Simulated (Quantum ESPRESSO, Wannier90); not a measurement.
# HfS$_{2}$ (CdI2 type), plane waves to Wannier functions

```xyz
3
Lattice="3.6397 0.0000 0.0000 -1.8198 3.1520 0.0000 0.0000 0.0000 6.0556" Properties=species:S:1:pos:R:3 pbc="T T T"
Hf     0.0000     0.0000     0.0000
S     -1.8198     1.0507    -1.4294
S      1.8198    -1.0507     1.4294
```

Cell from Materials Project (mp-985829), symmetrised, no further relaxation. Not found in the COD (Crystallography Open Database) copy used; not checked further. Level: PBEsol, spinors with spin-orbit coupling; pw.x of Quantum ESPRESSO at 47 Ry with PseudoDojo potentials, 6×6×4 k-points, Wannier90. Density: 12×12×6 mesh, cold smearing 0.01 Ry. The cell is built of weakly bound layers, chains or molecules, whose nearest atoms lie 3.83 Å apart. Database cells relaxed without dispersion often hold them too far apart, which can enlarge gaps and weakens couplings between them; spacing and stacking were not compared with the measured crystal.

Bands 9-24 form an isolated set from -13.03 to 0.00 eV relative to the valence-band maximum (on the path) and are turned into 16 Wannier functions by minimising the spread from the start: SCDM (isolated).

Centres (Cartesian, Å; one of the equivalent choices) and spreads:

```
n        x       y       z  spread (Å²)  nearest atom
--  ------  ------  ------  -----------  ------------
1   -1.349   0.779  -1.025        1.729            S2
2    0.000  -1.558  -1.025        1.729            S2
3   -1.349  -0.779   1.025        1.729            S3
4    1.349  -0.779   1.025        1.729            S3
5    0.000   1.558   1.025        1.729            S3
6    1.349   0.779  -1.025        1.729            S2
7    1.820  -1.051   1.757        1.653            S3
8   -1.820   1.051  -1.757        1.653            S2
9   -1.349   0.779  -1.025        1.729            S2
10   0.000  -1.558  -1.025        1.729            S2
11  -1.349  -0.779   1.025        1.729            S3
12   1.349   0.779  -1.025        1.729            S2
13   0.000   2.101   1.757        1.653            S3
14   0.000   1.558   1.025        1.729            S3
15   0.000  -2.101  -1.757        1.653            S2
16   1.349  -0.779   1.025        1.729            S3
```

Ω_I = 23.26 Å², Ω_total = 27.36 Å²; the interpolated bands follow pw.x to 10 meV rms on the path. It is the lowest total spread that any start reached here.
